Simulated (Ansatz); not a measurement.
The relaxed structure here is a generated cell of Te2Mo: the first start was made by placing the elements on the sites of a structure type, and the end was not matched to a known phase here, so it may be hypothetical. Known forms of Te2Mo include space group No. 194.

One starting cell of Te2Mo (a generated cell, Te2Mo placed in the marcasite structure type) was relaxed twice with Ansatz (plane waves, PAW, scalar-relativistic): with r2SCAN at 500 eV and with PBE at 420 eV. The r2SCAN result:

```cif
data_Mo2Te4
_chemical_formula_sum 'Mo2 Te4'
_space_group_name_H-M_alt 'P 1'
_space_group_IT_number 1
_cell_length_a 5.99126
_cell_length_b 6.81232
_cell_length_c 3.52103
_cell_angle_alpha 90.000
_cell_angle_beta 90.000
_cell_angle_gamma 90.000
loop_
_space_group_symop_operation_xyz
  'x, y, z'
loop_
_atom_site_label
_atom_site_type_symbol
_atom_site_fract_x
_atom_site_fract_y
_atom_site_fract_z
_atom_site_occupancy
Mo1 Mo 0.50000 0.50000 0.50000 1
Mo2 Mo 0.00000 0.00000 0.00000 1
Te1 Te 0.69600 0.85481 0.50000 1
Te2 Te 0.19600 0.64519 0.00000 1
Te3 Te 0.80400 0.35481 0.00000 1
Te4 Te 0.30400 0.14519 0.50000 1
```

```csv
quantity,r2SCAN,PBE
space group,Pnnm,Pnnm
volume (Å³/atom),23.95,___
a (Å),5.991,___
b (Å),6.812,___
c (Å),3.521,___
"gap (eV, no spin-orbit coupling)",0.00,___
```

Question: Fill in the PBE column.

Answer: 
- volume (Å³/atom), PBE: 24.13
- a (Å), PBE: 6.041
- b (Å), PBE: 6.840
- c (Å), PBE: 3.505
- gap (eV, no spin-orbit coupling), PBE: 0.00

Both levels end in the same structure; PBE's volume is 0.8 % larger. Neither column is exact.

No spin polarisation in the result.

The run could not lose the symmetry of its start; a randomly shaken copy of 12 atoms returns to this structure.

Ansatz is a quantum-chemistry and plane-wave program.
